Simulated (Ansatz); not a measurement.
**Ga3Sb2N (ordering on zincblende) by several functionals**

All numbers come from Ansatz 0.2.0. The cell comes from a prototype generator: it can be a known phase or a hypothetical one. No magnetic order is allowed.

Structure: Ga3Sb2N, ordered on the zincblende lattice (P3m1) with 6 atoms a cell, at its r2SCAN minimum. It is trigonal, P3m1 (No. 156); a = 4.003 Å, c = 9.879 Å in the conventional setting, 22.84 Å³ an atom. N has 4 Ga at 1.92–2.36 Å; Sb has 4 Ga at 2.55–2.67 Å; Sb has 4 Ga at 2.58–2.61 Å; Ga has 3 N at 2.36 Å and 1 Sb at 2.67 Å; Ga has 4 Sb at 2.55–2.61 Å; Ga has 1 N at 1.92 Å and 3 Sb at 2.58 Å.

```
N Sb Ga
1.0
     4.00268    0.00000    0.00000
    -2.00134    3.46642    0.00000
     0.00000    0.00000    9.87859
N Sb Ga
1 2 3
Direct
  0.00000 0.00000 0.99450
  0.33333 0.66667 0.31116
  0.66667 0.33333 0.68352
  0.33333 0.66667 0.04088
  0.66667 0.33333 0.41947
  0.00000 0.00000 0.80046
```

Relaxed lattice by functional, symmetry kept:
```tsv
functional	k mesh	a (Å)	c (Å)	volume (Å³/atom)
PBE	12×12×4	4.038	10.085	23.74
r2SCAN	6×6×2	4.003	9.879	22.84
```

Gaps on the r2SCAN cell, each the least over its mesh and the special points:
```
  level   k mesh             gap (eV)  kind  edges  least direct gap (eV)
    PBE  12×12×4  none (overlap 0.78)     –      –                      –
PBE+SOC  12×12×4  none (overlap 0.58)     –      –                      –
 r2SCAN  12×12×4  none (overlap 0.82)     –      –                      –
```
All runs use a smearing of 0.02 eV.
Wave cutoffs: 420 eV, 500 eV (r2SCAN).
Points off the special ones are mesh points or PBE's searched band edges, reused at the other levels.

r2SCAN gives no gap: the lowest nominally empty band dips 0.82 eV below the top of the last filled one (its bottom at K–Γ (0.70 of the way from K), the top at Γ), so the cell is a metal or semimetal at this level. With PBE+SOC the bands overlap by 0.58 eV (counted from 1, band 74 peaks at Γ and band 75 bottoms out at K–Γ (0.70 of the way from K)): no gap.

No level opens a gap, but no hybrid is among them, and semilocal functionals can close a real gap.

Only the levels marked +SOC include spin-orbit coupling.
